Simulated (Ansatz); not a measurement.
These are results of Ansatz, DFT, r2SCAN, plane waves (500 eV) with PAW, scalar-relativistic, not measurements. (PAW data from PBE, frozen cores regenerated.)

An element in the hcp structure gives this curve. The cell is scaled uniformly from the relaxed one, with fractional coordinates and shape fixed. Energies are extrapolated to zero smearing, pressures are those at the given smearing. Magnetic state: spin not included.

```csv
V (Å³/atom),E − E₀ (meV/atom),P (GPa)
27.260,76.6,7.61
28.499,30.7,4.44
29.738,6.7,1.93
30.977,0.0,-0.05
32.216,7.0,-1.61
33.456,24.8,-2.85
34.695,51.0,-3.83
```

Which element is it?
A. gadolinium
B. thulium
C. dysprosium
D. lead

D. Its fit is V₀ = 30.92 Å³/atom, B₀ = 44 GPa, B₀′ = 4.9.
